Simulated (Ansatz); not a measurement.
AlGaN2:
```
AlGaN2
1.0
    3.14411     0.00000     0.00000
   -1.57206     2.72288     0.00000
    0.00000     0.00000    10.17747
Ga N Al
2 4 2
Direct
  0.33333   0.66667   0.00405
  0.66667   0.33333   0.26022
  0.33333   0.66667   0.19632
  0.66667   0.33333   0.45320
  0.33333   0.66667   0.69592
  0.66667   0.33333   0.93938
  0.33333   0.66667   0.50977
  0.66667   0.33333   0.75330
```

Relaxed with r²SCAN.

Question: Tabulate the valence density and the electron localisation function along the shortest Al–N contact (1.89 Å), r²SCAN (plane waves, PAW; program Ansatz).

Answer: 

```
distance from Al (Å)  density (e/Å³)   ELF
--------------------  --------------  ----
0.19                            0.05  0.05
0.28                            0.06  0.00
0.38                            0.08  0.02
0.47                            0.12  0.08
0.57                            0.20  0.33
0.66                            0.29  0.61
0.76                            0.41  0.80
0.85                            0.54  0.87
0.95                            0.70  0.89
1.04                            0.90  0.90
1.14                            1.17  0.90
1.23                            1.55  0.89
1.33                            2.08  0.86
1.42                            2.75  0.79
1.52                            3.34  0.65
1.61                            3.64  0.41
1.70                            3.60  0.16
```

The density is the valence pseudo-density with augmentation charge, so density and ELF within about 1 Å of a nucleus are not all-electron values.

Space group P3m1. The start of the workflow was typed in or built on a structure type; the Crystallography Open Database copy checked does not list it. Its standing as an ambient phase is unchecked. Symmetry was held in the r²SCAN relaxation; whether a distortion lowers the energy is not shown.

Potentials: the earlier of the program's two PAW sets.
